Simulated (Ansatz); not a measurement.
MgH$_{2}$:
```cif
data_H4Mg2
_chemical_formula_sum 'Mg2 H4'
_space_group_name_H-M_alt 'P42/mnm'
_space_group_IT_number 136
_space_group_name_Hall '-P 4n 2n'
_cell_length_a 4.42932
_cell_length_b 4.42932
_cell_length_c 2.97313
_cell_angle_alpha 90.000
_cell_angle_beta 90.000
_cell_angle_gamma 90.000
loop_
_atom_site_label
_atom_site_type_symbol
_atom_site_symmetry_multiplicity
_atom_site_Wyckoff_symbol
_atom_site_fract_x
_atom_site_fract_y
_atom_site_fract_z
_atom_site_occupancy
Mg1 Mg 2 a 0.00000 0.00000 0.00000 1
H1 H 4 f 0.30432 0.30432 0.00000 1
```

Relaxed with LDA.

Q: Give the optical modes at the zone centre with their infrared and Raman activity from DFPT, LDA in the plane-wave PAW code Ansatz.

A: Transverse frequencies, without the LO–TO term; a row sums one degenerate level.

```
ω (cm⁻¹)  degeneracy  IR ((D/Å)²/amu)  Raman (Å⁴/amu)  activity  symmetry
--------  ----------  ---------------  --------------  --------  --------
184                1             0.00               0    silent       B1u
233                1             0.00             1.1     Raman       B1g
303                2             1.12               0        IR        Eu
492                2            82.91               0        IR        Eu
736                1             0.00               0    silent       A2g
911                1            92.42               0        IR       A2u
1018               2             0.00              83     Raman        Eg
1148               1             0.00               0    silent       B1u
1244               2            90.58               0        IR        Eu
1347               1             0.00              30     Raman       A1g
1501               1             0.00              22     Raman       B2g
```

Q: How high does the top mode go among those that the LO–TO term moves?

A: 1426 cm⁻¹ for q along x, 1426 cm⁻¹ for q along y, 1271 cm⁻¹ for q along z.

Space group P4_2/mnm (rutile). The LDA relaxation kept the symmetry of its start; phonons on a q-mesh show no instability.

Potentials: the later of the program's two PAW sets.
